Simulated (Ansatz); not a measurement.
# Step by step: Rb, relaxation of cell and atoms

All numbers below come from Ansatz 0.2.0, DFT, PBE, all-electron LAPW, scalar-relativistic.

Command: `ansatz run input.yaml --threads 1 --pin off --max-ram 2048MiB --backend cpu --events-out ev --progress --plain --runs-dir out` The run took 2.5 s on 1 thread of Arm Neoverse V2, with other jobs on the host, peak memory 0.2 GiB.

```yaml
crystal:
  lattice:
    - [-2.8025, 2.8025, 2.8025]
    - [2.8025, -2.8025, 2.8025]
    - [2.8025, 2.8025, -2.8025]
  atoms:
    - { symbol: Rb, position: [0.0, 0.0, 0.0] }
kpoints:
  mp_grid: { grid: [8, 8, 8] }
scf:
  occupations: { method: fermi_dirac, width: 0.05 }
hamiltonian:
  xc: pbe
  pseudopotentials: { kind: all_electron, lapw: { basis_error: 0.001 } }
output:
  forces: true
  stress: true
relax:
  f_tol: 0.005
  max_steps: 80
  cell: {}
```

The geometry is COD entry 9011009, unchecked; take it as a test cell. It differs from other determinations.

Each frame lists the cell vectors (Å), then Cartesian positions (Å); symmetry keeps all forces zero. Free energies count from the first step, -81122.6111 eV.

The walk took 4 evaluations in all; steps that aren't listed are left out.

Step 1: E = 0.0 meV, P = 0.11 GPa

```
cell -2.8025 2.8025 2.8025 2.8025 -2.8025 2.8025 2.8025 2.8025 -2.8025
Rb    0.0000    0.0000    0.0000
```

Step 2: E = -0.2 meV, P = 0.10 GPa

```
cell -2.8059 2.8059 2.8059 2.8059 -2.8059 2.8059 2.8059 2.8059 -2.8059
Rb    0.0000    0.0000    0.0000
```

**Question.** How does the relaxation end?

**Answer.** It converges, with a = 5.673 Å, b = 5.673 Å, c = 5.673 Å, α = 90.00°, β = 90.00°, γ = 90.00° (conventional cell, space group Im-3m). The last solve (on a basis chosen afresh for the final cell, so its energy is not quite comparable) gives E = -1.2 meV, P = 0.00 GPa:
```
cell -2.8364 2.8364 2.8364 2.8364 -2.8364 2.8364 2.8364 2.8364 -2.8364
Rb    0.0000    0.0000    0.0000
```
